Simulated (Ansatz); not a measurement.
SiO2 in space group P4_32_12 (No. 96; Pearson symbol tP36), plane-wave PAW r²SCAN (Ansatz code). The conduction-band minimum lies at Γ, with 1 equivalent valley. Second derivatives d²E/dk² of the lowest band at one valley (eV·Å²), along Cartesian directions:

```csv
direction,d²E/dk²
[100],14.55
[010],14.55
[001],14.33
[110],14.55
[101],14.44
[011],14.44
```

**Question.** Find the principal effective masses, the density-of-states mass and the conductivity mass.

**Answer.** Off-diagonal terms follow from H_xy = H[110] − (H_xx + H_yy)/2, and m*/mₑ = 7.620 eV·Å² over each eigenvalue: 0.52, 0.52, 0.53. One valley's DOS mass (m₁m₂m₃)^(1/3) = 0.53, conductivity mass 3/(Σ 1/mᵢ) = 0.53 mₑ.

**Question.** What effective density of states Nc follows at 300 K for parabolic valleys?

**Answer.** Nc = 2.509e19 × 1 × (0.53)^(3/2) ≈ 9.7e18 cm⁻³.

The workflow started from a Materials Project entry (that database holds measured and hypothetical structures alike); the Crystallography Open Database files this formula in space group No. 96, but the cells were not matched. It is not the phase usual at ambient conditions (space group No. 92, 152, 154). The cell was relaxed with r²SCAN under the symmetry of its start; its stability against distortions is not shown here.

Potentials: the earlier of the program's two PAW sets.

Edges and masses are those of Kohn–Sham bands, whose gap is no quasiparticle gap.
